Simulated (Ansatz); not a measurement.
Method: Ansatz, DFT PBE, scalar-relativistic, plane waves, PAW. Settings of the last relaxation (12-atom cell): 420 eV, 12×8×4 k points, Gaussian smearing of 0.10 eV, no spin polarisation.

Energies over the elements count from the elements' standard structures at the same level, with no fitted energy shifts.

Task: Give a relaxed trial structure of an orthorhombic metal with formula ZrTi5C6, with a formation energy near −0.79 eV/atom and about 11 Å³ per atom, in a cell of 12 atoms. Its symmetry should be Pmmm (No. 47).

Result: ZrTi5C6, space group Pmmm (No. 47). Zr is surrounded by 6 C at 2.21–2.28 Å, 2 Zr at 3.11 Å and 10 Ti at 3.14–3.16 Å; around Ti on a site of symmetry mm2 lie 6 C at 2.16–2.21 Å, 11 Ti at 3.03–3.11 Å and 1 Zr at 3.16 Å; Ti on a second site of symmetry mm2 has 6 C at 2.18–2.24 Å, 8 Ti at 3.06–3.23 Å and 4 Zr at 3.14 Å; C on a site of symmetry mm2 is surrounded by 6 Ti at 2.18–2.21 Å; 4 more sites not described.

```
Zr Ti C
1.0
     3.11258    0.00000    0.00000
     0.00000    4.41111    0.00000
     0.00000    0.00000    9.34002
Zr Ti C
1 5 6
Direct
  0.00000 0.00000 0.00000
  0.00000 0.00000 0.66196
  0.50000 0.50000 0.82731
  0.50000 0.50000 0.17269
  0.00000 0.00000 0.33804
  0.50000 0.50000 0.50000
  0.00000 0.50000 0.66394
  0.50000 0.00000 0.82230
  0.00000 0.50000 0.00000
  0.50000 0.00000 0.17770
  0.00000 0.50000 0.33606
  0.50000 0.00000 0.50000
```

| Item | Value |
| --- | --- |
| Volume per atom | 10.69 Å³ |
| Density | 5.21 g/cm³ |
| Energy over the elements | −0.79 eV/atom |
| Gap on the 12×8×4 mesh of the 12-atom cell | 0 eV (a metal) |

The cell was found from a structure generator's guess, not taken from experiment. Other answers may fit too; this one was computed.

The reference form of C is held partly by dispersion forces, which this level lacks. A structure relaxed within its symmetry needn't be a true minimum.
